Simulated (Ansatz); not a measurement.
# Computed properties of CdSiN2 (ordering on zincblende)

All numbers come from the PAW code Ansatz. Values at 0 K without nuclear motion; no magnetic order is allowed, and the phase may be a hypothetical one.

Structure: CdSiN2, ordered on the zincblende lattice (P-4m2) with 4 atoms a cell, at its r2SCAN minimum. It is tetragonal, P-4m2 (No. 115); conventional cell a = 3.034 Å, c = 5.110 Å, 11.76 Å³ an atom. Around Cd lie 4 N at 2.23 Å; around N lie 2 Si at 1.77 Å and 2 Cd at 2.23 Å; around Si lie 4 N at 1.77 Å.

Relaxed lattice by functional, symmetry kept:
```tsv
functional	k mesh	a (Å)	c (Å)	volume (Å³/atom)
PBE	8×8×6	3.063	5.138	12.05
r2SCAN	8×8×4	3.034	5.110	11.76
PBEsol	8×8×4	3.037	5.072	11.70
LDA	8×8×4	3.014	5.021	11.41
HSE06	6×6×4	3.036	5.080	11.70
```

Gaps on the r2SCAN cell, each the least over its mesh and the special points:

| level | k mesh | gap (eV) | kind | edges | least direct gap (eV) | rough cost |
| --- | --- | --- | --- | --- | --- | --- |
| LDA | 8×8×6 | 1.16 | indirect | R → Γ | 1.19 | 7 core-seconds |
| PBE | 8×8×6 | 1.16 | indirect | R → Γ | 1.19 | 11 core-seconds |
| PBE+SOC | 8×8×6 | 1.16 | indirect | R → Γ | 1.19 | 50 core-seconds |
| r2SCAN | 8×8×6 | 1.51 | indirect | R → Γ | 1.54 | 19 core-seconds |
| HSE06 | 6×6×4 | 2.39 | indirect | R → Γ | 2.41 | 110 core-seconds |
| DDH-PBE0 | 6×6×4 | 2.38 | indirect | R → Γ | 2.39 | 5 core-minutes |
| PBE0 | 6×6×4 | 3.11 | indirect | R → Γ | 3.12 | 110 core-seconds |
| LC-ωPBE | 6×6×4 alone | 7.90 | direct | Γ | 7.90 | 80 core-seconds |
| Hartree-Fock | 6×6×4 | 9.88 | direct | Γ | 9.88 | 2.4 core-minutes |

PBE, PBE+SOC: smearing of 0.02 eV; the others have fixed occupations.
Wave cutoffs: 420 eV, 500 eV (r2SCAN).
A mesh marked alone had no extra points solved. Set aside, since their points miss a band edge that the other levels read or their mesh is too coarse: HSE06+SOC.
Costs come from shared machines and give only the order; PBE's includes the band path. The runs had 2 threads of Arm Neoverse V1 (shared host).

With HSE06 the valence top lies at R and the conduction bottom at Γ, 2.39 eV higher; the smallest vertical gap, at Γ, is 2.41 eV. Least and direct gap differ so little that the kind isn't settled. Spin-orbit coupling changes the PBE gap by 0.00 eV, to 1.16 eV.

r2SCAN covers 29 % of the step from PBE to HSE06, while HSE06 needs about 6 times r2SCAN's cost (on a coarser mesh). Spin-orbit coupling moves the least or the direct gap by up to 0.01 eV, so it can be left out where a tenth of an eV counts. Direct and least gap lie within 0.04 eV at some levels, so the kind of gap isn't settled.

r2SCAN (ground state on 8×8×4): The electronic dielectric tensor ε∞ is 5.53 along x and y, 6.11 along z. Born charges, averaged over directions: Cd +2.11, N -2.69, Si +3.26 e. PBE (ground state on 8×8×4): ε∞: 6.12 along x and y, 6.65 along z. Born charges, averaged over directions: Cd +2.11, N -2.68, Si +3.26 e.

Only the levels marked +SOC include spin-orbit coupling.

The meshes of the hybrids are coarse, so their gaps aren't converged to the digits shown.
